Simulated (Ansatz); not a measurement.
Input, command and steps of an Ansatz relaxation.

```yaml
crystal:
  lattice:
    - [6.406714, -0.063904, -0.263382]
    - [-0.063904, 6.155814, 0.054563]
    - [-0.263382, 0.054563, 6.638059]
  atoms:
    - { symbol: Co, position: [0.7585323902, 0.9163614164, 0.5219380497], spin: 3.0 }
    - { symbol: Co, position: [0.4588085782, 0.2230757856, 0.6693826708], spin: 3.0 }
    - { symbol: Co, position: [0.2447234365, 0.5156101124, 0.7910862478], spin: 3.0 }
    - { symbol: Co, position: [0.3055196108, 0.3319576958, 0.2946845163], spin: 3.0 }
    - { symbol: Co, position: [0.462124354, 0.6094940201, 0.5193944599], spin: 3.0 }
    - { symbol: Co, position: [0.5397691629, 0.0489782313, 0.1481562043], spin: 3.0 }
    - { symbol: Co, position: [0.3144142198, 0.7028948897, 0.155336826], spin: 3.0 }
    - { symbol: Co, position: [0.806300905, 0.1390328588, 0.8597481344], spin: 3.0 }
    - { symbol: Co, position: [0.9906414438, 0.4764400225, 0.0656804168], spin: 3.0 }
    - { symbol: Co, position: [0.5543476059, 0.4102344842, 0.0247701428], spin: 3.0 }
    - { symbol: Co, position: [0.3093355291, 0.9486056889, 0.4561824237], spin: 3.0 }
    - { symbol: Co, position: [0.7154700259, 0.6984094401, 0.2064305342], spin: 3.0 }
    - { symbol: Co, position: [0.8114264455, 0.5263879359, 0.7172180056], spin: 3.0 }
    - { symbol: Co, position: [0.2241541189, 0.1729357535, 0.9459133931], spin: 3.0 }
    - { symbol: W, position: [0.0654551986, 0.6241675568, 0.4403921278] }
    - { symbol: W, position: [0.0343400967, 0.8370555901, 0.8216285841] }
    - { symbol: W, position: [0.5486632592, 0.8327302484, 0.8387350924] }
    - { symbol: W, position: [0.9701711686, 0.0002695151, 0.2016565547] }
    - { symbol: W, position: [0.703740533, 0.3184535968, 0.4026084116] }
    - { symbol: Ni, position: [0.0508599548, 0.2069359909, 0.5674546193], spin: 2.0 }
  symmetry: { detect: false }
basis:
  ecutwfc: 420
kpoints:
  mp_grid: { grid: [2, 2, 2], shift: [0.5, 0.5, 0.5] }
hamiltonian:
  xc: pbe
scf:
  occupations: { method: gaussian, width: 0.1 }
  lower_state_search: "off"
output:
  forces: true
  stress: true
  eigenvalues: true
  populations: true
magnetization:
  spin_polarized: true
relax:
  adjacent_minimum: "off"
  f_tol: 0.04
  max_steps: 70
  cell: { stress_tol: 0.3 }
```

```bash
ansatz run input.yaml --threads 2 --pin off --max-ram 5120MiB --backend cpu --events-out ev --progress --plain --runs-dir out
```

Method: DFT PBE, scalar-relativistic, plane waves, PAW in Ansatz.

Of 8 frames 8 are shown, positions in Å and forces in eV/Å; the SCF threshold varies from step to step. Steps run on the plane waves of an earlier cell, with a Pulay correction in the pressure. The basis is chosen afresh for the last frame, the zero of the energies, and can be on the way; energy and pressure step there, also at an unchanged geometry.

```xyz
20
Lattice="6.4067 -0.0639 -0.2634 -0.0639 6.1558 0.0546 -0.2634 0.0546 6.6381" Properties=species:S:1:pos:R:3:forces:R:3 pbc="T T T" step=1 free_energy_over_end_meV_per_atom=129.06 pressure_GPa=-14.44
Co    4.6637    5.6210    3.3149   -0.6620   -0.0610    0.1300
Co    2.7489    1.3804    4.3347    0.3700    0.1600    0.0180
Co    1.3266    3.2015    5.2150   -0.1860    0.0590    0.3770
Co    1.8585    2.0400    1.8938   -0.4300   -0.9390   -0.0820
Co    2.7849    3.7507    3.3593    1.0810   -0.0320   -0.3810
Co    3.4160    0.2751    0.8440    0.2370   -0.4660    0.7550
Co    1.9285    4.3153    0.9867   -0.0880    0.5340   -0.6350
Co    4.9304    0.8512    5.5023   -0.1110    0.9560   -0.0110
Co    6.2990    2.8732    0.2011   -0.3730   -0.4290    0.2570
Co    3.5188    2.4913    0.0408    0.3270    0.1250   -0.7160
Co    1.8011    5.8446    2.9985    0.4730    0.3410   -0.1570
Co    4.4848    4.2648    1.2200   -0.3400    0.3180    0.2970
Co    4.9760    3.2276    4.5759   -0.6120   -0.2040    0.3710
Co    1.1759    1.1018    6.2294    0.0700   -0.3500    0.2970
W     0.2635    3.8621    2.9402   -0.3620   -0.0880   -0.2420
W    -0.0499    5.1954    5.4906    0.3580    0.0830   -0.1300
W     3.2410    5.1368    5.4685   -0.5220   -0.7210    0.1280
W     6.1625   -0.0493    1.0831    0.3650    0.5210    0.2120
W     4.3823    1.9373    2.5046    0.0490    0.2810   -0.7630
Ni    0.1632    1.3016    3.7647    0.3550   -0.0900    0.2760
20
Lattice="6.1354 -0.0833 -0.2010 -0.0774 6.0877 0.1188 -0.1962 0.1264 6.4170" Properties=species:S:1:pos:R:3:forces:R:3 pbc="T T T" step=2 free_energy_over_end_meV_per_atom=29.08 pressure_GPa=1.37
Co    4.4243    5.6082    3.3278   -0.5260   -0.1010   -0.0090
Co    2.7156    1.4116    4.2158    0.1190    0.2310    0.1750
Co    1.2871    3.2055    5.0909   -0.3280   -0.3260    0.4100
Co    1.7663    1.9975    1.8565   -0.3380   -0.5790    0.0140
Co    2.7393    3.7241    3.2542    0.6310    0.0260   -0.5050
Co    3.3149    0.2657    0.8905   -0.1260   -0.3520    0.5890
Co    1.8005    4.3036    0.9498   -0.0440    0.2970   -0.1850
Co    4.7621    0.9134    5.3966   -0.0200    0.9900   -0.1170
Co    5.9675    2.7545    0.3232   -0.2280   -0.6300    0.1050
Co    3.3992    2.4742    0.0465    0.2420    0.0340   -0.6440
Co    1.7796    5.8061    2.9776    0.3080    0.1880    0.1440
Co    4.2862    4.2500    1.2746   -0.3500    0.3320   -0.0380
Co    4.7487    3.2180    4.5276   -0.3960   -0.3140    0.4860
Co    1.1891    1.1082    6.0696    0.3410    0.0180   -0.0080
W     0.2261    3.8515    2.8725    0.3850   -0.1410   -0.0700
W    -0.0056    5.1949    5.3647    0.1270   -0.0470   -0.0060
W     3.0693    5.0865    5.3882   -0.4630   -0.4000   -0.1890
W     5.9541    0.0141    1.1520    0.5180    0.8110    0.0760
W     4.2794    1.9643    2.3943   -0.2780    0.0750   -0.7810
Ni    0.2143    1.3218    3.6901    0.4250   -0.1140    0.5520
20
Lattice="5.9991 -0.0853 -0.1787 -0.0756 6.1640 0.1516 -0.1691 0.1632 6.3677" Properties=species:S:1:pos:R:3:forces:R:3 pbc="T T T" step=3 free_energy_over_end_meV_per_atom=8.68 pressure_GPa=4.73
Co    4.2870    5.7162    3.3517    0.1020   -0.0610   -0.0730
Co    2.7053    1.4872    4.1931   -0.0260    0.1150    0.0450
Co    1.2421    3.2412    5.0962   -0.3260   -0.1510    0.0540
Co    1.7105    1.9813    1.8559   -0.0240    0.1590    0.1070
Co    2.7402    3.7770    3.1968   -0.1060    0.0990   -0.1510
Co    3.2493    0.2560    0.9339   -0.0320   -0.1050    0.2160
Co    1.7330    4.3743    0.9417   -0.1620   -0.0260    0.1980
Co    4.6703    1.0094    5.3868    0.0410    0.1650    0.0390
Co    5.7947    2.6956    0.3931    0.2160   -0.0330   -0.0990
Co    3.3436    2.5136    0.0243   -0.1520    0.0370   -0.0920
Co    1.7964    5.9001    3.0240   -0.1810   -0.1280    0.2470
Co    4.1966    4.3563    1.2805    0.3400    0.0470   -0.3240
Co    4.6212    3.2603    4.5595    0.1570    0.0020   -0.0540
Co    1.2203    1.1308    6.0361    0.2360    0.0260   -0.2700
W     0.2487    3.8987    2.8699    0.1540    0.2420    0.0790
W     0.0001    5.2838    5.3677   -0.3220   -0.1510    0.0530
W     2.9422    5.1548    5.3691    0.1020    0.1520   -0.4190
W     5.8826    0.1294    1.2047    0.1490   -0.3160    0.0440
W     4.2197    2.0225    2.3162   -0.3240    0.0190   -0.0510
Ni    0.2469    1.3487    3.7204    0.1570   -0.0900    0.4500
20
Lattice="6.0117 -0.0628 -0.1691 -0.0552 6.2428 0.1040 -0.1575 0.1112 6.4283" Properties=species:S:1:pos:R:3:forces:R:3 pbc="T T T" step=4 free_energy_over_end_meV_per_atom=2.37 pressure_GPa=-2.02
Co    4.3439    5.7790    3.3181   -0.1020    0.0210    0.0330
Co    2.7488    1.5493    4.1972   -0.0010    0.0090    0.0440
Co    1.2211    3.2326    5.1067    0.1190   -0.0930   -0.0130
Co    1.7187    2.0083    1.9049    0.0350    0.0250   -0.0590
Co    2.7859    3.8526    3.1422   -0.0890   -0.1000    0.2090
Co    3.2622    0.2338    1.0048    0.0580    0.1230   -0.0700
Co    1.7536    4.4342    0.9334    0.0620    0.0050   -0.0480
Co    4.6692    0.9980    5.4986   -0.0350   -0.0830    0.0060
Co    5.8774    2.6974    0.3682   -0.1120    0.1290    0.0920
Co    3.3147    2.5831   -0.0082    0.0500   -0.1790   -0.0730
Co    1.8038    5.9721    3.0757    0.1780   -0.0430   -0.1270
Co    4.3183    4.4352    1.1346   -0.1540    0.0820    0.1600
Co    4.6460    3.2204    4.5617   -0.0940   -0.0850    0.0090
Co    1.2945    1.0388    6.0516   -0.1090    0.0430    0.1440
W     0.2731    3.9609    2.8939    0.0410   -0.1510    0.0650
W    -0.1082    5.2367    5.4754    0.1990    0.3070   -0.0670
W     2.9006    5.2339    5.3195    0.0370   -0.1120   -0.0150
W     5.9662    0.1408    1.2611   -0.1470    0.0780   -0.0910
W     4.2462    2.0812    2.2673    0.2010   -0.0840   -0.0030
Ni    0.2460    1.3217    3.8401   -0.1380    0.1060   -0.1960
20
Lattice="6.0064 -0.0614 -0.1884 -0.0538 6.2125 0.1159 -0.1777 0.1237 6.4142" Properties=species:S:1:pos:R:3:forces:R:3 pbc="T T T" step=5 free_energy_over_end_meV_per_atom=-0.27 pressure_GPa=0.03
Co    4.3149    5.7606    3.3136    0.0340    0.0040   -0.0110
Co    2.7193    1.5240    4.1966    0.0340    0.0040   -0.0100
Co    1.2083    3.2124    5.1142   -0.0010    0.0840   -0.0040
Co    1.7123    2.0057    1.8828   -0.0010   -0.0680   -0.0150
Co    2.7541    3.8158    3.1745    0.0210    0.0290   -0.0580
Co    3.2671    0.2538    0.9652   -0.0880    0.0140    0.0410
Co    1.7543    4.4180    0.9304   -0.0420    0.0080    0.0000
Co    4.6607    1.0064    5.4511    0.0150    0.0170   -0.0230
Co    5.8415    2.7306    0.3703    0.0090   -0.0660   -0.0130
Co    3.3289    2.5471   -0.0159    0.0110    0.0830    0.0390
Co    1.8135    5.9424    3.0345   -0.0730   -0.0080    0.0720
Co    4.2614    4.4117    1.1862    0.0700   -0.0510   -0.0680
Co    4.6297    3.2367    4.5549    0.0400   -0.0120   -0.0110
Co    1.2521    1.0726    6.0614   -0.0130   -0.0100   -0.0530
W     0.2716    3.9332    2.8939    0.0030    0.0250   -0.0250
W    -0.0534    5.2667    5.4127   -0.0480   -0.0830    0.0780
W     2.9232    5.1941    5.3184   -0.0800    0.0260    0.0240
W     5.9196    0.1340    1.2156    0.1030    0.0000    0.0030
W     4.2312    2.0638    2.2774    0.0070    0.0110    0.0070
Ni    0.2374    1.3248    3.7954   -0.0010   -0.0050    0.0260
20
Lattice="5.9979 -0.0628 -0.1777 -0.0549 6.2172 0.1149 -0.1663 0.1228 6.4156" Properties=species:S:1:pos:R:3:forces:R:3 pbc="T T T" step=6 free_energy_over_end_meV_per_atom=-0.46 pressure_GPa=0.09
Co    4.3159    5.7649    3.3195   -0.0020    0.0210   -0.0010
Co    2.7328    1.5325    4.1975   -0.0260    0.0040    0.0030
Co    1.2228    3.2301    5.1111   -0.0110   -0.0590    0.0210
Co    1.7131    1.9995    1.8870   -0.0020    0.0300    0.0060
Co    2.7673    3.8215    3.1694   -0.0050    0.0100   -0.0020
Co    3.2423    0.2484    0.9800    0.0470    0.0100    0.0020
Co    1.7511    4.4158    0.9365   -0.0080   -0.0180    0.0050
Co    4.6540    0.9966    5.4794    0.0310    0.0010   -0.0400
Co    5.8411    2.7180    0.3744    0.0160    0.0260   -0.0100
Co    3.3230    2.5598   -0.0121   -0.0010    0.0020   -0.0170
Co    1.8021    5.9436    3.0671   -0.0010    0.0180   -0.0150
Co    4.2728    4.4214    1.1763    0.0180   -0.0240   -0.0020
Co    4.6444    3.2080    4.5530   -0.0650    0.0670    0.0220
Co    1.2587    1.0741    6.0483    0.0040    0.0030    0.0060
W     0.2748    3.9332    2.8923   -0.0070    0.0320    0.0050
W    -0.0673    5.2585    5.4312    0.0240    0.0090    0.0040
W     2.9180    5.2009    5.3261   -0.0220    0.0020   -0.0100
W     5.9358    0.1338    1.2368   -0.0360    0.0080   -0.0170
W     4.2331    2.0634    2.2648   -0.0350    0.0100    0.0210
Ni    0.2284    1.3528    3.8041    0.0800   -0.1490    0.0160
20
Lattice="6.0028 -0.0639 -0.1800 -0.0560 6.2174 0.1156 -0.1690 0.1236 6.4124" Properties=species:S:1:pos:R:3:forces:R:3 pbc="T T T" step=7 free_energy_over_end_meV_per_atom=-0.69 pressure_GPa=-0.01
Co    4.3177    5.7641    3.3171   -0.0050   -0.0080   -0.0030
Co    2.7286    1.5306    4.1959    0.0000    0.0080    0.0000
Co    1.2167    3.2225    5.1094   -0.0070   -0.0090    0.0050
Co    1.7146    2.0017    1.8858    0.0020    0.0080    0.0040
Co    2.7621    3.8221    3.1665    0.0050   -0.0020   -0.0020
Co    3.2565    0.2507    0.9766    0.0010    0.0040    0.0030
Co    1.7513    4.4186    0.9346    0.0000   -0.0100    0.0010
Co    4.6601    1.0022    5.4626   -0.0040    0.0090   -0.0020
Co    5.8440    2.7164    0.3744    0.0070    0.0100   -0.0040
Co    3.3244    2.5563   -0.0109    0.0030   -0.0040    0.0070
Co    1.8076    5.9455    3.0528   -0.0020   -0.0010   -0.0080
Co    4.2747    4.4177    1.1734    0.0010   -0.0070    0.0050
Co    4.6339    3.2265    4.5552   -0.0010   -0.0010    0.0020
Co    1.2598    1.0708    6.0513    0.0070    0.0040    0.0000
W     0.2732    3.9390    2.8943    0.0020   -0.0160   -0.0080
W    -0.0679    5.2597    5.4303    0.0010   -0.0080    0.0140
W     2.9111    5.2044    5.3191   -0.0050   -0.0060    0.0000
W     5.9317    0.1362    1.2298    0.0000   -0.0150   -0.0050
W     4.2373    2.0650    2.2748   -0.0140    0.0130   -0.0050
Ni    0.2377    1.3260    3.8027    0.0100    0.0300   -0.0050
20
Lattice="6.0028 -0.0639 -0.1800 -0.0560 6.2174 0.1156 -0.1690 0.1236 6.4124" Properties=species:S:1:pos:R:3:forces:R:3 pbc="T T T" step=8 free_energy_over_end_meV_per_atom=0.00 pressure_GPa=-0.02
Co    4.3177    5.7641    3.3171   -0.0050   -0.0080   -0.0030
Co    2.7286    1.5306    4.1959    0.0000    0.0080    0.0000
Co    1.2167    3.2225    5.1094   -0.0070   -0.0090    0.0040
Co    1.7146    2.0017    1.8858    0.0020    0.0080    0.0040
Co    2.7621    3.8221    3.1665    0.0060   -0.0010   -0.0020
Co    3.2565    0.2507    0.9766    0.0010    0.0040    0.0030
Co    1.7513    4.4186    0.9346    0.0000   -0.0100    0.0010
Co    4.6601    1.0022    5.4626   -0.0040    0.0100   -0.0010
Co    5.8440    2.7164    0.3744    0.0070    0.0100   -0.0040
Co    3.3244    2.5563   -0.0109    0.0030   -0.0040    0.0070
Co    1.8076    5.9455    3.0528   -0.0020   -0.0010   -0.0080
Co    4.2747    4.4177    1.1734    0.0010   -0.0080    0.0050
Co    4.6339    3.2265    4.5552   -0.0010   -0.0020    0.0020
Co    1.2598    1.0708    6.0513    0.0070    0.0040    0.0000
W     0.2732    3.9390    2.8943    0.0020   -0.0160   -0.0080
W    -0.0679    5.2597    5.4303    0.0010   -0.0080    0.0140
W     2.9111    5.2044    5.3191   -0.0050   -0.0060    0.0000
W     5.9317    0.1362    1.2298    0.0000   -0.0150   -0.0050
W     4.2373    2.0650    2.2748   -0.0140    0.0130   -0.0050
Ni    0.2377    1.3260    3.8027    0.0100    0.0300   -0.0050
```

Time: 7.5 min on 2 threads of Intel(R) Xeon(R) 6975P-C (Granite Rapids), on a shared host, peak memory 1.2 GiB.

The k mesh is coarse. Spin-orbit coupling is left out, which matters for the bands of heavy elements.